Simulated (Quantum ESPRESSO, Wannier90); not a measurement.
SrHfO$_{3}$ (cubic perovskite), plane waves to Wannier functions

Cell from Materials Project (mp-4551), symmetrised, no further relaxation. COD (Crystallography Open Database) records the formula in this space group. Ideal cubic forms of this type are often high-temperature phases that distort on cooling; symmetry holds the cell here, and its stability was not tested. Method: PBEsol plane waves in Quantum ESPRESSO 7.5 (PseudoDojo norm-conserving files, 68 Ry, spinors with spin-orbit coupling), Bloch states on a 6×6×6 mesh through Γ, Wannier90 4.0.1. Density: 8×8×8 mesh, cold smearing 0.01 Ry.

```
begin unit_cell_cart
ang
    4.1412100000    0.0000000000    0.0000000000
    0.0000000000    4.1412100000    0.0000000000
    0.0000000000    0.0000000000    4.1412100000
end unit_cell_cart
mp_grid = 6 6 6
```

### Question
Which shells of neighbouring k-points and which b-vectors and weights does Wannier90 pick for this cell and mesh?

### Answer
```
 *---------------------------------- K-MESH ----------------------------------*
 +----------------------------------------------------------------------------+
 |                    Distance to Nearest-Neighbour Shells                    |
 |                    ------------------------------------                    |
 |          Shell             Distance (Ang^-1)          Multiplicity         |
 |          -----             -----------------          ------------         |
 |             1                   0.252872                      6            |
 |             2                   0.357616                     12            |
 |             3                   0.437988                      8            |
 |             4                   0.505745                      6            |
 |             5                   0.565440                     24            |
 |             6                   0.619408                     24            |
 |             7                   0.715231                     12            |
 |             8                   0.758617                     30            |
       ... (lines left out)
 +----------------------------------------------------------------------------+
 | The b-vectors are chosen automatically                                     |
 | The following shells are used:                       1                     |
 +----------------------------------------------------------------------------+
 |                        Shell   # Nearest-Neighbours                        |
 |                        -----   --------------------                        |
 |                          1               6                                 |
 +----------------------------------------------------------------------------+
 | Completeness relation is fully satisfied [Eq. (B1), PRB 56, 12847 (1997)]  |
 +----------------------------------------------------------------------------+
 |                  b_k Vectors (Ang^-1) and Weights (Ang^2)                  |
 |                  ----------------------------------------                  |
 |            No.         b_k(x)      b_k(y)      b_k(z)        w_b           |
 |            ---        --------------------------------     --------        |
 |             1         0.000000    0.000000    0.252872     7.819289        |
 |             2         0.000000    0.252872    0.000000     7.819289        |
 |             3         0.252872    0.000000    0.000000     7.819289        |
 |             4         0.000000    0.000000   -0.252872     7.819289        |
 |             5         0.000000   -0.252872    0.000000     7.819289        |
 |             6        -0.252872    0.000000    0.000000     7.819289        |
```
